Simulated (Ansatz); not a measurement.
input.yaml (Ansatz 0.2.0):

```yaml
crystal:
  lattice:
    - [3.7387670133, 0.0, 0.0]
    - [-1.8693835067, 3.2378672124, 0.0]
    - [0.0, 0.0, 6.031407163]
  atoms:
    - { symbol: W, position: [0.0, 0.0, 0.0], spin: 2.0 }
    - { symbol: Se, position: [0.3333333333, 0.6666666667, 0.252] }
    - { symbol: Se, position: [0.6666666667, 0.3333333333, 0.748] }
basis:
  ecutwfc: 420
  ecutrho_ratio: 4
kpoints:
  mp_grid: { grid: [10, 10, 6] }
hamiltonian:
  xc: pbesol
scf:
  occupations: { method: gaussian, width: 0.05 }
output:
  forces: true
  stress: true
  eigenvalues: true
  populations: true
magnetization:
  spin_polarized: true
relax:
  f_tol: 0.01
  max_steps: 60
  cell: { stress_tol: 0.04 }
```

The start was a prototype's sites filled with these elements. The Crystallography Open Database lists the compound in space group P63/mmc, so this is a trial structure.

Task: What will the run give?

Result: Final volume 20.56 Å³/atom, energy lowered by 309.2 meV/atom, pressure 0.0 GPa, gap on the mesh zero (metallic), no spin moment left (PBEsol, scalar-relativistic).

The output:

```
Pseudopotentials: kind: paw
Pseudopotential: W, paw, valence charge 14, recommended cutoff 420 eV (normal), W.paw.azcp
Pseudopotential: Se, paw, valence charge 16, recommended cutoff 420 eV (normal), Se.paw.azcp
Crystal: 3 atoms, lattice volume = 73.014 Å³
Basis set: ecut = 420 eV, 1413 PW (Γ), exchange–correlation on 50×50×90 points (8 copies of the dense FFT grid, shifted against one another)
Bands: 29, of which v1, the nominal top of the filled ones, is band 23 counted from 1 (22 counted from 0)
Symmetry: 12 space group operations
Space group: P-3m1 (ITA 164), of the structure as read, at distance tolerance 4.2e-5 Å
Magnetic group: BNS 164.85 (UNI 1315), of the structure as read, at distance tolerance 4.2e-5 Å
k-points: 72 of 600
Initial density: superposition of atomic densities (chi_scale 0.1, normalization cell)
Starting moments: Σ|m| = 2 μB on 1 of 3 sites
Initial wavefunctions: pseudopotential atomic-orbital guess
Functional: x = pbesol(κ = 0.804, μ = 0.12346), c = pbesol(β = 0.046)
iter 1 solved again at ethr=1.70e-3 eV; its pass at ethr=3.10e-3 eV (dr2=7.81e-1 eV) is discarded
```

SCF trace (energy estimate counted from the last row; the run made several SCF loops, for ionic steps, more bands or searches for a lower state, numbered loop.iteration):
```
iteration  ΔE (eV)  density residual (eV)
      1.1    1.044                7.82e-1
      1.2    1.133                3.83e-1
      1.3    1.129                7.17e-2
      1.4    0.904                2.66e-2
      1.5    0.927                7.23e-3
      1.6    0.926                2.16e-3
      1.7    0.928                8.61e-4
      1.8    0.928                2.29e-4
      1.9    0.928                6.67e-6
     1.10    0.928                5.55e-6
     1.11    0.928                7.14e-7
     1.12    0.928                1.87e-7
     1.13    0.928                4.39e-9
        …        …                      …
     11.3    0.000               3.39e-10
     11.4    0.000               1.49e-10
     11.5    0.000               2.32e-11
     11.6    0.000               6.38e-12
```

```
SCF converged after 6 iterations
Magnetization: 0.0000 μB (23.0000 up, 23.0000 down)
Absolute magnetization: 0.0000 μB (∫|ρ↑−ρ↓|, with the PAW one-centre terms)
Per-site moments (μB) at R_I (Å): [(0.00000, 1.04824), (0.00000, 1.04824), (0.00000, 1.04824)]
Free energy (F): -21106.000363 eV
E sigma→0 (E₀):  -21105.999520 eV
Entropy (-TS):   -0.001684 eV (-0.561 meV/atom)
Fermi energy:    13.069542 eV
--- Forces (eV/Å), atoms counted from 1 ---
  atom   1  W      0.00000000     0.00000000     0.00000000
  atom   2  Se     0.00000000     0.00000000    -0.00024919
  atom   3  Se     0.00000000     0.00000000     0.00024919
--- Stress (GPa, compression-positive) ---
       -0.000491       0.000000       0.000000
        0.000000      -0.000491       0.000000
        0.000000       0.000000       0.021122
  P = ⅓ Tr σ = 0.0067 GPa (0.067 kbar)
--- Relaxed structure (9 steps of the walk, 9 accepted, 2 SCFs on fresh bases) ---
  F+E_penalty+E_count = -21106.00036266 eV   max|allowed force component| = 2.492e-4 eV/Å   (the final SCF, on the basis selected at the relaxed cell)
  cell:  # Å, volume = 61.6834 Å³
    - [3.23889, 0.00000, 0.00000]
    - [-1.61944, 2.80496, 0.00000]
    - [0.00000, 0.00000, 6.78961]
  atoms:
    - { symbol: W, position: [0.00000, 0.00000, 0.00000] }
    - { symbol: Se, position: [0.33333, 0.66667, 0.25343] }
    - { symbol: Se, position: [0.66667, 0.33333, 0.74657] }
--- Löwdin populations: 3 sites ---
  site symbol       q [e]    m [muB]
     0      W     13.6387     0.0000
     1     Se     16.0822     0.0000
     2     Se     16.0822     0.0000
```

It took roughly 7 core-minutes on a shared host.

For elements this heavy, spin–orbit coupling would shift levels and gaps; it isn't included here. The starting moments died out; a magnetic state reached from other starts isn't excluded. The structure is built of weakly bound layers, and this functional has no dispersion term, so their spacing and all that hangs on it (volume, the soft elastic constants, low modes, dielectric constants) are poorly given.
